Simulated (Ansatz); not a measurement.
**ZnSnP2: from a starting cell to a relaxed one**

The start is a relaxed ZnSnP2 cell displaced along its unstable phonon at q = (½, 0, 0) of its primitive reciprocal cell (82i cm⁻¹), largest move 0.15 Å. A full variable-cell relaxation at zero pressure is run with PBE (plane waves to 420 eV, PAW, scalar-relativistic; Ansatz, a program for electronic structure). The first steps use a coarse 5×7×7 k-mesh.

Initial structure:
```
CELL_PARAMETERS angstrom
      7.36903     0.00000     0.00000
      0.00000     2.54858     5.28470
      0.00000    -2.54858     5.28470
ATOMIC_POSITIONS crystal
  P  0.25000 0.43787 0.84475
  P  0.75000 0.45422 0.88408
  P  0.25000 0.88408 0.45422
  P  0.75000 0.84475 0.43787
  Zn 0.00000 0.11070 0.11070
  Zn 0.50000 0.11070 0.11070
  Sn 0.25000 0.38407 0.37920
  Sn 0.75000 0.37920 0.38407
```

Q: What is the largest force in the starting geometry, and on which atom (counted from 1)?

A: 0.20 eV/Å, on Sn7, Sn8 (atoms numbered as listed).

Q: Does it find its way back to the structure it was made from?

A: It does not go back: it reaches Ama2 (No. 40), 0.03 eV/atom below the parent.

Q: How do the shortest distances between atoms change?

A: The closest pairs of elements (up to four, under 3.6 Å), start → end: P–P 2.15 → 2.18 Å; P–Zn 2.40 → 2.41 Å; P–Sn 2.68 → 2.62 Å; Sn–Zn 3.41 → 3.32 Å.

Q: Write out the relaxed structure.

A: 
```cif
data_P8Sn4Zn4
_chemical_formula_sum 'P8 Zn4 Sn4'
_space_group_name_H-M_alt 'Ama2'
_space_group_IT_number 40
_space_group_name_Hall 'A 2 -2a'
_cell_length_a 7.27191
_cell_length_b 5.06910
_cell_length_c 10.96896
_cell_angle_alpha 90.000
_cell_angle_beta 90.000
_cell_angle_gamma 90.000
loop_
_atom_site_label
_atom_site_type_symbol
_atom_site_symmetry_multiplicity
_atom_site_Wyckoff_symbol
_atom_site_fract_x
_atom_site_fract_y
_atom_site_fract_z
_atom_site_occupancy
P1 P 4 b 0.25000 0.30563 0.10405 1
P2 P 4 b 0.25000 0.20349 0.67854 1
Zn1 Zn 4 a 0.00000 0.00000 0.13372 1
Sn1 Sn 4 b 0.25000 0.01921 0.38649 1
```
(The calculation used a cell of 8 atoms; values per cell refer to that cell.)

Final values are on a 7×10×10 k-mesh of the relaxed cell. No spin polarisation in the result.

The run could not lose the symmetry of its start, so the end can be a saddle point.

The relaxed structure here is a generated cell of ZnSnP2: the first start was made by placing the elements on the sites of a structure type, and the end was not matched to a known phase here, so it may be hypothetical.
